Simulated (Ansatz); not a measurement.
What a change of settings does: Zr (sc type)

First run: DFT, PBEsol, PAW with Ansatz's default frozen-core files, scalar-relativistic (Ansatz 0.2.0).

Command: `ansatz run input.yaml --threads 1 --pin off --max-ram 2048MiB --backend cpu --events-out ev --progress --plain --runs-dir out` It took 1.8 s on 1 thread of Arm Neoverse V1, on a shared host, peak memory 0.28 GiB.

```yaml
crystal:
  lattice:
    - [2.7102287698, 0.0, 0.0]
    - [0.0, 2.7102287698, 0.0]
    - [0.0, 0.0, 2.7102287698]
  atoms:
    - { symbol: Zr, position: [0.0, 0.0, 0.0] }
kpoints:
  mp_grid: { grid: [13, 13, 13] }
scf:
  occupations: { method: fermi_dirac, width: 0.1 }
hamiltonian:
  xc: pbesol
  pseudopotentials: { kind: paw }
output:
  forces: true
  stress: true
  eigenvalues: true
  populations: true
  write_density: true
  write_potential: true
  elf: true
  volumetric_format: npy
```

The cell comes from a relaxation on PAW files under the same functional, begun from a prototype that needn't be the stable phase.

This run: volume at 0.84 of the series' base cell.

It converges in 6 SCF iterations at a pressure of 17.10 GPa, cutoff 420 eV.

The input is then changed:

```diff
   occupations: { method: fermi_dirac, width: 0.1 }
+  mixing: { algorithm: anderson, beta: 0.2, ndim: 2 }
+  initial_density: { chi_scale: 0.1 }
 hamiltonian:
   volumetric_format: npy
+basis:
+  ecutrho_ratio: 6
```

Question: What does the second run give?

Answer: It converges in 12 SCF iterations at a pressure of 17.10 GPa, cutoff 420 eV, free energy 0.0 meV/atom against the first run's. Results part of its log:
```
SCF 1 converged in 12 iterations: F = -4127.604406 eV  dr2 = 8.13e-8
  greatest PAW one-centre occupation: 0.997 electrons in one spin orbital (limit 2), on the Zr atom at site 0 (counted from 0), in its partial waves of l = 0
SCF converged after 12 iterations
Stability not checked: this state was not tested for a lower state beside it, because the mixer in use, unlike msr1, does not test its closes by its own steps (another_mixer; see scf.mixing.algorithm and scf.lower_state_search)
Free energy (F): -4127.604406 eV
Harris-Foulkes:  -4127.604406 eV  (|F-HF|=1.55e-8)
Internal energy: -4127.548723 eV  (E = F + TS)
E sigma→0 (E₀):  -4127.576565 eV
Entropy (-TS):   -0.055682 eV (-55.682 meV/atom)
Fermi energy:    16.230634 eV
--- Per-component energies (eV) ---
  E_band       = -65.272204
  E_kinetic    = 339.542118
  E_local      = -592.692194  (includes V_loc(G=0)·N_el)
  E_nonlocal   = 84.863113
  E_hartree    = 189.370997
  E_xc         = -162.118667
  E_vxc        = -192.647809  (∫ρ·V_xc dr)
  E_paw        = -2901.296305  (= ΣΔE_a)
  E_vpaw       = -83.075690  (= ΣTr[D̂ρ^β])
  E_aug_tail   = -0.000001  (compensation charges beyond the density's cutoff)
  E_ewald      = -1085.383506
  E_core_change = 0.165720  (= ΣΔE_core)
  E_smearing   = -0.055682  (= −TS)
  E_closure    = -0.000000  (closes the sum)
  Σ components = -4127.604406   (vs F -4127.604406, Δ=0.00e0)
--- Forces (eV/Å), atoms counted from 1 ---
  atom   1  Zr     0.00000000     0.00000000     0.00000000
  max |Σ_I F_I| component: 2.88e-32 eV/Å
--- Stress (GPa, compression-positive) ---
       17.104466       0.000000       0.000000
        0.000000      17.104466       0.000000
        0.000000       0.000000      17.104466
  P = ⅓ Tr σ = 17.1045 GPa (171.045 kbar)
--- Band table (eV; the first three rows and the last of 84) ---
  k-point 0: bands = ["-32.1807", "-9.1270", "-9.1270", "-9.1270", "10.9358", "13.9174", "13.9174", "23.2560", "23.2560", "23.2560"]
  k-point 1: bands = ["-32.1635", "-9.2689", "-9.1150", "-9.1150", "11.1233", "13.9713", "14.1495", "22.8763", "22.8763", "23.2806"]
  k-point 2: bands = ["-32.1154", "-9.6487", "-9.0817", "-9.0817", "11.6131", "14.1252", "14.8304", "21.9943", "21.9943", "23.3493"]
  k-point 83: bands = ["-31.2961", "-10.6246", "-10.6203", "-10.6203", "13.9296", "14.0442", "14.0442", "22.9523", "25.6274", "25.6274"]
--- Löwdin populations: 1 site ---
  site symbol       q [e]
     0     Zr     11.9628
  spilling = 0.003097 (of n_electrons = 12.000000)
```
